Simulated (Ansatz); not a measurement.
Computed with Ansatz, DFT PBE, scalar-relativistic, plane waves, PAW. Settings: cutoff 420 eV, Γ-centred meshes spaced at most about 0.3 Å⁻¹, and about 0.25 Å⁻¹ or finer for metals (2π included), Gaussian smearing. No spin polarisation in the final relaxations.

Temperature and zero-point effects are left out. All come from trial cells, and lower structures may exist.

Task: These unrelaxed guesses for Si₄P are each relaxed within their symmetry. Order them by the energy at which they end, lowest first.
A.

```
Si P
1.0
    -2.06874    2.06874    5.33991
     2.06874   -2.06874    5.33991
     2.06874    2.06874   -5.33991
Si P
4 1
Direct
  0.75000 0.25000 0.50000
  0.25000 0.75000 0.50000
  0.61422 0.61422 0.00000
  0.38578 0.38578 0.00000
  0.00000 0.00000 0.00000
```

B.

```
Si P
1.0
    -2.68602    2.68602    2.68602
     2.68602   -2.68602    2.68602
     2.68602    2.68602   -2.68602
Si P
4 1
Cartesian
  1.3430 1.3430 1.3430
  -1.3430 1.3430 1.3430
  1.3430 1.3430 -1.3430
  1.3430 -1.3430 1.3430
  0.0000 0.0000 0.0000
```

C.

```
Si P
1.0
     4.37988    0.00000    0.00000
     0.00000    4.37988    0.00000
     0.00000    0.00000    4.37988
Si P
4 1
Direct
  0.50000 0.00000 0.00000
  0.00000 0.50000 0.00000
  0.00000 0.00000 0.50000
  0.00000 0.00000 0.00000
  0.50000 0.50000 0.50000
```

D.

```
Si P
1.0
    -3.10499    3.10499    1.87905
     3.10499   -3.10499    1.87905
     3.10499    3.10499   -1.87905
Si P
4 1
Direct
  0.79286 0.60487 0.39773
  0.20714 0.39513 0.60227
  0.39513 0.79286 0.18799
  0.60487 0.20714 0.81201
  0.00000 0.00000 0.00000
```

Result: D (ends in I4/mmm, 0 meV/atom), A (ends in I4/mmm, 144 meV/atom), B (ends in Im-3m, 239 meV/atom), C (ends in Pm-3m, 0.61 eV/atom). Even the lowest end lies +0.41 eV/atom against the elements.

A magnetic state wasn't ruled out in cells without spin, among them I4/mmm at 15.1 Å³/atom, I4/mmm at 16.9 Å³/atom, Im-3m, Pm-3m. Cells relaxed within their symmetry can be saddle points. Some structure types and database cells were kept out of the candidates from the start, so a known form may be missing.
